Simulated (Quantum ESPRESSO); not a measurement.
## Band energies of TiS$_{3}$

```
CELL_PARAMETERS angstrom
      4.91864     0.00000     0.00367
      0.00000     3.37787     0.00000
     -1.03651     0.00000     8.60031
ATOMIC_POSITIONS crystal
  S  0.88545 0.75000 0.16928
  S  0.11455 0.25000 0.83072
  S  0.23863 0.25000 0.44819
  S  0.76137 0.75000 0.55181
  S  0.52985 0.25000 0.82489
  S  0.47015 0.75000 0.17511
  Ti 0.28199 0.75000 0.65480
  Ti 0.71801 0.25000 0.34520
```

PBEsol (pw.x of Quantum ESPRESSO, ONCV potentials, without SOC); path ΓYHCEM1AXH1,MDZ,YD; energies in eV from the valence-band maximum.

```csv
k (1/Å),point,band 26,band 27,band 28,band 29,band 30,band 31,band 32,band 33
0.00,Γ,-0.92,-0.63,-0.47,-0.02,-0.01,0.33,0.61,2.22
0.00,Y,-0.80,-0.61,-0.49,-0.11,-0.06,0.18,0.80,2.21
0.40,,-1.31,-1.30,-0.71,-0.47,-0.22,0.51,0.80,1.29
0.60,H,-1.69,-1.54,-0.86,-0.40,-0.39,0.49,0.61,0.90
0.60,C,-1.71,-1.55,-0.97,-0.41,-0.40,0.47,0.61,0.93
0.79,,-1.72,-1.49,-0.96,-0.74,-0.66,0.63,0.83,1.11
1.16,,-1.80,-1.49,-1.45,-1.36,-1.18,0.88,1.05,1.73
1.53,E,-2.18,-1.83,-1.83,-1.49,-1.49,1.04,1.04,1.97
1.53,M1,-2.16,-1.83,-1.83,-1.49,-1.49,1.07,1.07,1.97
1.82,A,-2.05,-1.94,-1.94,-1.43,-1.43,1.03,1.03,1.93
2.01,,-2.10,-1.81,-1.75,-1.46,-1.33,0.97,1.06,1.87
2.38,,-1.90,-1.38,-1.18,-1.06,-0.97,0.74,1.02,1.37
2.57,,-1.73,-1.07,-0.72,-0.65,-0.62,0.62,0.92,1.03
2.76,X,-1.76,-0.95,-0.54,-0.36,-0.27,0.50,0.73,0.87
2.76,H1,-1.69,-1.54,-0.86,-0.40,-0.39,0.49,0.61,0.90
3.70,M,-2.16,-1.83,-1.83,-1.49,-1.49,1.07,1.07,1.97
3.90,,-2.26,-1.70,-1.70,-1.45,-1.45,1.76,1.76,1.98
4.10,,-2.51,-1.90,-1.90,-1.33,-1.33,1.89,1.89,1.97
4.30,D,-2.55,-2.31,-2.31,-1.18,-1.18,1.94,1.94,1.98
4.49,,-2.57,-2.27,-2.27,-1.18,-1.18,1.94,1.94,1.98
4.67,Z,-2.58,-2.23,-2.23,-1.19,-1.19,1.93,1.93,1.97
4.67,Y,-0.80,-0.61,-0.49,-0.11,-0.06,0.18,0.80,2.21
4.80,,-0.82,-0.76,-0.60,-0.46,-0.12,0.34,1.09,2.22
5.07,,-1.48,-1.35,-1.24,-0.94,-0.74,1.01,1.67,2.17
5.33,,-2.11,-2.00,-1.86,-1.17,-1.11,1.64,1.81,1.98
5.60,D,-2.55,-2.31,-2.31,-1.18,-1.18,1.94,1.94,1.98
```

The PBEsol gap is indirect, 0.18 eV, from Γ to Y; the smallest direct gap is 0.24 eV.

Geometry relaxed with PBE+D3(BJ).
